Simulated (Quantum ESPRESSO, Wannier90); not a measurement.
Sb (R-3m): Wannier90 run

Cell from Materials Project (mp-104), symmetrised, no further relaxation. This is the element's usual structure. Computed values, not measurements, from PBEsol: Quantum ESPRESSO (norm-conserving PseudoDojo potentials, cutoff 64 Ry, spinors with spin-orbit coupling) on a Γ-centred 6×6×6 mesh, then Wannier90. Density: 8×8×8 mesh, cold smearing 0.01 Ry. The cell is built of weakly bound layers, chains or molecules, whose nearest atoms lie 3.43 Å apart. Database cells relaxed without dispersion often hold them too far apart, which can enlarge gaps and weakens couplings between them; spacing and stacking were not compared with the measured crystal. With spin-orbit coupling a semilocal functional can close or falsely invert a small gap; the band order was not checked against a better method.

On the energy scale of pw.x, whose zero is arbitrary, the Fermi level lies at 9.79 eV.

Input w.win:

```
num_bands = 30
num_wann = 16
exclude_bands = 1-20
spinors = true
num_iter = 1000
conv_tol = 1.0e-6
conv_window = 4
dis_num_iter = 1000
dis_conv_tol = 1.0e-6
write_hr = true
write_u_matrices = true
begin projections
f=-0.26189,-0.26639,-0.18987: s;p
f=0.25628,0.27880,0.19395: s;p
end projections
begin unit_cell_cart
ang
   -2.1770649586    3.7707871196    0.0000000000
   -4.3541299171    0.0000000000    0.0000000000
   -2.1770649586    1.2569290399    3.8298800000
end unit_cell_cart
begin atoms_frac
Sb  -0.2682600000 -0.2682600000 -0.1952200000
Sb   0.2682600000  0.2682600000  0.1952200000
end atoms_frac
mp_grid = 6 6 6
begin kpoints
0.0000000000 0.0000000000 0.0000000000
0.0000000000 0.0000000000 0.1666666667
0.0000000000 0.0000000000 0.3333333333
... (213 more lines: the 6x6x6 mesh through Gamma)
end kpoints
```

Input of pw2wannier90.x that gives the overlap and projection files (equivalent; here they were cut from one run over all bands):

```
&inputpp
  outdir = './out'
  prefix = 'pwscf'
  seedname = 'w'
  write_amn = .true.
  write_mmn = .true.
/
```

Output w.wout (banner and timings cut):

```
                                    ------
                                    SYSTEM
                                    ------

                              Lattice Vectors (Ang)
                    a_1    -2.177065   3.770787   0.000000
                    a_2    -4.354130   0.000000   0.000000
                    a_3    -2.177065   1.256929   3.829880

                   Unit Cell Volume:      62.88087  (Ang^3)

                        Reciprocal-Space Vectors (Ang^-1)
                    b_1     0.000000   1.666280  -0.546857
                    b_2    -1.443040  -0.833140  -0.546857
                    b_3     0.000000   0.000000   1.640570

 *----------------------------------------------------------------------------*
 |   Site       Fractional Coordinate          Cartesian Coordinate (Ang)     |
 +----------------------------------------------------------------------------+
 | sb   1  -0.26826  -0.26826  -0.19522   |    2.17706  -1.25693  -0.74767    |
 | sb   2   0.26826   0.26826   0.19522   |   -2.17706   1.25693   0.74767    |
 *----------------------------------------------------------------------------*
                                ------------
                                K-POINT GRID
                                ------------

             Grid size =  6 x  6 x  6      Total points =  216

 *---------------------------------- MAIN ------------------------------------*
 |  Number of Wannier Functions               :                16             |
 |  Number of Objective Wannier Functions     :                16             |
 |  Number of input Bloch states              :                30             |
 |  Output verbosity (1=low, 5=high)          :                 1             |
 |  Timing Level (1=low, 5=high)              :                 1             |
 |  Optimisation (0=memory, 3=speed)          :                 3             |
 |  Length Unit                               :               Ang             |
 |  Post-processing setup (write *.nnkp)      :                 F             |
 |  Using Gamma-only branch of algorithms     :                 F             |
 *----------------------------------------------------------------------------*
 *------------------------------- WANNIERISE ---------------------------------*
 |  Total number of iterations                :              1000             |
 |  Number of CG steps before reset           :                 5             |
 |  Trial step length for line search         :             2.000             |
 |  Convergence tolerence                     :         0.100E-05             |
 |  Convergence window                        :                 4             |
 |  Iterations between writing output         :                 1             |
 |  Iterations between backing up to disk     :               100             |
 |  Write r^2_nm to file                      :                 F             |
 |  Write xyz WF centres to file              :                 F             |
 |  Write on-site energies <0n|H|0n> to file  :                 F             |
 |  Use guiding centre to control phases      :                 F             |
 |  Use phases for initial projections        :                 F             |
 *----------------------------------------------------------------------------*
 *------------------------------- DISENTANGLE --------------------------------*
 |  Using band disentanglement                :                 T             |
 |  Total number of iterations                :              1000             |
 |  Mixing ratio                              :             0.500             |
 |  Convergence tolerence                     :         1.000E-06             |
 |  Convergence window                        :                 3             |
 *----------------------------------------------------------------------------*
 *-------------------------------- PLOTTING ----------------------------------*
 |  Plotting Hamiltonian in WF basis          :                 T             |
 *----------------------------------------------------------------------------*

       ... (k-mesh section left out)

 Starting a new Wannier90 calculation ...

 Reading overlaps from w.mmn

 Reading projections from w.amn

 *------------------------------- DISENTANGLE --------------------------------*
 +----------------------------------------------------------------------------+
 |                              Energy  Windows                               |
 |                              ---------------                               |
 |                   Outer:   -2.69953  to   24.50713  (eV)                   |
 |                   No frozen states were specified                          |
 +----------------------------------------------------------------------------+
   Number of target bands to extract:   16

                   Unitarised projection of Wannier functions
                   ------------------------------------------
   A_mn = <psi_m|g_n> --> S = A.A^+ --> U = S^-1/2.A
   In dis_project... done
   No inner window (linner = F)

                   Extraction of optimally-connected subspace
                   ------------------------------------------
 +---------------------------------------------------------------------+<-- DIS
 |  Iter     Omega_I(i-1)      Omega_I(i)      Delta (frac.)           |<-- DIS
 +---------------------------------------------------------------------+<-- DIS
       1      24.87346963      22.66251452       9.756E-02    <-- DIS
       2      23.69309444      22.14478885       6.992E-02    <-- DIS
       3      22.87593950      21.83299385       4.777E-02    <-- DIS
       4      22.32565440      21.62161754       3.256E-02    <-- DIS
       5      21.95343907      21.47235743       2.240E-02    <-- DIS
       6      21.69830054      21.36381912       1.566E-02    <-- DIS
       ... (lines left out)
     101      20.91850616      20.91844346       2.998E-06    <-- DIS
       ... (lines left out)
     132      20.91783541      20.91781503       9.746E-07    <-- DIS
     133      20.91782385      20.91780418       9.406E-07    <-- DIS
     134      20.91781269      20.91779370       9.079E-07    <-- DIS

             <<<      Delta < 1.000E-06  over  3 iterations     >>>
             <<< Disentanglement convergence criteria satisfied >>>

        Final Omega_I    20.91779370 (Ang^2)

 +----------------------------------------------------------------------------+

 Writing checkpoint file w.chk... done

 *------------------------------- WANNIERISE ---------------------------------*
 +--------------------------------------------------------------------+<-- CONV
 | Iter  Delta Spread     RMS Gradient      Spread (Ang^2)            |<-- CONV
 +--------------------------------------------------------------------+<-- CONV

 ------------------------------------------------------------------------------
 Initial State
  WF centre and spread    1  (  2.145909, -1.226799, -0.722849 )     1.54690509
  WF centre and spread    2  (  2.145909, -1.226799, -0.722849 )     1.54690509
  WF centre and spread    3  (  2.176443, -1.256393, -0.753543 )     2.23079978
  WF centre and spread    4  (  2.176443, -1.256393, -0.753543 )     2.23079967
  WF centre and spread    5  (  2.207783, -1.202881, -0.797526 )     2.18970117
  WF centre and spread    6  (  2.207783, -1.202881, -0.797526 )     2.18970110
  WF centre and spread    7  (  2.176446, -1.339375, -0.798491 )     2.19044650
  WF centre and spread    8  (  2.176446, -1.339375, -0.798491 )     2.19044666
  WF centre and spread    9  ( -2.192216,  1.212194,  0.737312 )     1.54763851
  WF centre and spread   10  ( -2.192216,  1.212194,  0.737312 )     1.54763850
  WF centre and spread   11  ( -2.177366,  1.256146,  0.739053 )     2.23121472
  WF centre and spread   12  ( -2.177366,  1.256146,  0.739053 )     2.23121474
  WF centre and spread   13  ( -2.161505,  1.202590,  0.797818 )     2.19334330
  WF centre and spread   14  ( -2.161505,  1.202590,  0.797818 )     2.19334321
  WF centre and spread   15  ( -2.177238,  1.353950,  0.798637 )     2.18801764
  WF centre and spread   16  ( -2.177238,  1.353950,  0.798637 )     2.18801773
  Sum of centres and spreads ( -0.003487, -0.001139,  0.000822 )    32.63613340

      0     0.326E+02     0.0000000000       32.6361333511  <-- CONV
        O_D=      0.0031182 O_OD=     11.7152214 O_TOT=     32.6361334 <-- SPRD
 ------------------------------------------------------------------------------
      1    -0.176E+00     0.2489118580       32.4600767130  <-- CONV
        O_D=      0.0104055 O_OD=     11.5318775 O_TOT=     32.4600767 <-- SPRD
      2    -0.113E+00     0.3169796555       32.3466766445  <-- CONV
        O_D=      0.0067272 O_OD=     11.4221558 O_TOT=     32.3466766 <-- SPRD
      3    -0.336E-01     0.1940697850       32.3131063769  <-- CONV
        O_D=      0.0032135 O_OD=     11.3920992 O_TOT=     32.3131064 <-- SPRD
      4    -0.129E-01     0.1026726511       32.3002181744  <-- CONV
        O_D=      0.0024827 O_OD=     11.3799418 O_TOT=     32.3002182 <-- SPRD
      5    -0.108E-01     0.0810517791       32.2893715101  <-- CONV
        O_D=      0.0027106 O_OD=     11.3688673 O_TOT=     32.2893715 <-- SPRD
       ... (lines left out)
    100    -0.215E-02     0.0376819770       26.2754441731  <-- CONV
        O_D=      0.0019042 O_OD=      5.3557463 O_TOT=     26.2754442 <-- SPRD
       ... (lines left out)
    200    -0.284E-02     0.0418141475       25.8904553070  <-- CONV
        O_D=      0.0024944 O_OD=      4.9701672 O_TOT=     25.8904553 <-- SPRD
       ... (lines left out)
    300    -0.988E-04     0.0104094416       25.7949288845  <-- CONV
        O_D=      0.0017734 O_OD=      4.8753618 O_TOT=     25.7949289 <-- SPRD
       ... (lines left out)
    400    -0.136E-05     0.0009604782       25.7927640310  <-- CONV
        O_D=      0.0017679 O_OD=      4.8732024 O_TOT=     25.7927640 <-- SPRD
       ... (lines left out)
    412    -0.839E-06     0.0007679244       25.7927486231  <-- CONV
        O_D=      0.0017678 O_OD=      4.8731871 O_TOT=     25.7927486 <-- SPRD
    413    -0.863E-06     0.0007456864       25.7927477597  <-- CONV
        O_D=      0.0017680 O_OD=      4.8731860 O_TOT=     25.7927478 <-- SPRD
    414    -0.838E-06     0.0011575672       25.7927469214  <-- CONV
        O_D=      0.0017678 O_OD=      4.8731855 O_TOT=     25.7927469 <-- SPRD
             <<<     Delta < 1.000E-06  over  4 iterations     >>>
             <<< Wannierisation convergence criteria satisfied >>>
 Final State
  WF centre and spread    1  (  2.175447, -1.257402, -0.101579 )     1.62718165
  WF centre and spread    2  (  2.175447, -1.257402, -0.101579 )     1.62718165
  WF centre and spread    3  (  1.638198, -0.944638, -0.990705 )     1.60717795
  WF centre and spread    4  (  1.638198, -0.944638, -0.990705 )     1.60717770
  WF centre and spread    5  (  2.716355, -0.944457, -0.988971 )     1.60700954
  WF centre and spread    6  (  2.716355, -0.944457, -0.988970 )     1.60700964
  WF centre and spread    7  (  2.176911, -1.879241, -0.991913 )     1.60660480
  WF centre and spread    8  (  2.176911, -1.879241, -0.991913 )     1.60660486
  WF centre and spread    9  ( -2.716050,  0.943885,  0.989124 )     1.60726695
  WF centre and spread   10  ( -2.716051,  0.943885,  0.989124 )     1.60726693
  WF centre and spread   11  ( -2.177194,  1.258806,  0.101795 )     1.62732069
  WF centre and spread   12  ( -2.177194,  1.258805,  0.101795 )     1.62732057
  WF centre and spread   13  ( -1.638194,  0.943900,  0.989156 )     1.60724005
  WF centre and spread   14  ( -1.638194,  0.943900,  0.989157 )     1.60724009
  WF centre and spread   15  ( -2.177219,  1.878560,  0.993649 )     1.60657192
  WF centre and spread   16  ( -2.177219,  1.878560,  0.993649 )     1.60657198
  Sum of centres and spreads ( -0.003492, -0.001175,  0.001115 )    25.79274697

         Spreads (Ang^2)       Omega I      =    20.917793703
        ================       Omega D      =     0.001767767
                               Omega OD     =     4.873185451
    Final Spread (Ang^2)       Omega Total  =    25.792746921
```
